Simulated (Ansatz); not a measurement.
Rb3ScCl6:
```
CELL_PARAMETERS angstrom
      0.00000     5.53647     5.53647
      5.53647     0.00000     5.53647
      5.53647     5.53647     0.00000
ATOMIC_POSITIONS crystal
  Rb 0.75000 0.75000 0.75000
  Rb 0.25000 0.25000 0.25000
  Rb 0.50000 0.50000 0.50000
  Sc 0.00000 0.00000 0.00000
  Cl 0.77598 0.22402 0.22402
  Cl 0.22402 0.77598 0.77598
  Cl 0.22402 0.77598 0.22402
  Cl 0.77598 0.22402 0.77598
  Cl 0.22402 0.22402 0.77598
  Cl 0.77598 0.77598 0.22402
```

Relaxed with r²SCAN. Special points in fractions of this cell's reciprocal vectors: Γ (0.000, 0.000, 0.000); X (0.500, 0.000, 0.500); U (0.625, 0.250, 0.625); K (0.375, 0.375, 0.750); L (0.500, 0.500, 0.500); W (0.500, 0.250, 0.750).

List the band energies nearest the valence-band maximum at these points for r²SCAN with spin–orbit coupling in the plane-wave PAW code Ansatz.

In eV from the valence-band maximum; about four levels below and three above (degenerate sets whole), none deeper than 8.9 eV; points with the same levels are listed once.

```json
[
 {"k": "Γ", "below": "0.00 0.00 0.00 0.00", "above": "4.58 4.58 4.58 4.58"},
 {"k": "X", "below": "-0.35 -0.35 -0.03 -0.03", "above": "4.57 4.57 4.82 4.82"},
 {"k": "U", "below": "-0.28 -0.28 -0.09 -0.09", "above": "4.64 4.64 4.78 4.78"},
 {"k": "L", "below": "-0.17 -0.17 -0.13 -0.13", "above": "4.67 4.67 4.73 4.73"},
 {"k": "W", "below": "-0.18 -0.18 -0.15 -0.15", "above": "4.70 4.70 4.71 4.71"}
]
```

Space group Fm-3m. The workflow started from a Materials Project entry (that database holds measured and hypothetical structures alike); the Crystallography Open Database files this formula in space group No. 225, but the cells were not matched. Whether it is the stable phase at ambient conditions was not checked. The cell was relaxed with r²SCAN under the symmetry of its start; whether a distortion lowers the energy is not shown. The run is not spin-polarised.

Potentials: the later of the program's two PAW sets.
